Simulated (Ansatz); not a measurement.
MgS:
```xyz
2
Lattice="0.0000 2.6014 2.6014 2.6014 0.0000 2.6014 2.6014 2.6014 0.0000" Properties=species:S:1:pos:R:3 pbc="T T T"
Mg     0.0000     0.0000     0.0000
S      2.6014     2.6014     2.6014
```

Relaxed with r²SCAN. Special points in fractions of this cell's reciprocal vectors: Γ (0.000, 0.000, 0.000); X (0.500, 0.000, 0.500); U (0.625, 0.250, 0.625); K (0.375, 0.375, 0.750); L (0.500, 0.500, 0.500); W (0.500, 0.250, 0.750).

List the band energies nearest the valence-band maximum at these points for r²SCAN in the plane-wave PAW code Ansatz.

In eV from the valence-band maximum; about four levels below and three above (degenerate sets whole), none deeper than 8.9 eV; points with the same levels are listed once.

```
k              below                above
-  -----------------  -------------------
Γ     0.00 0.00 0.00  4.64 8.48 8.48 8.48
X  -4.27 -1.73 -1.73      3.46 4.91 13.16
U  -3.75 -3.20 -1.40      4.56 7.32 10.40
L  -4.88 -0.62 -0.62       5.21 7.49 7.49
W  -3.28 -3.28 -2.34       5.92 8.60 8.60
```

Space group Fm-3m (rock salt). The cell was relaxed with r²SCAN under the symmetry of its start.

Potentials: the later of the program's two PAW sets.
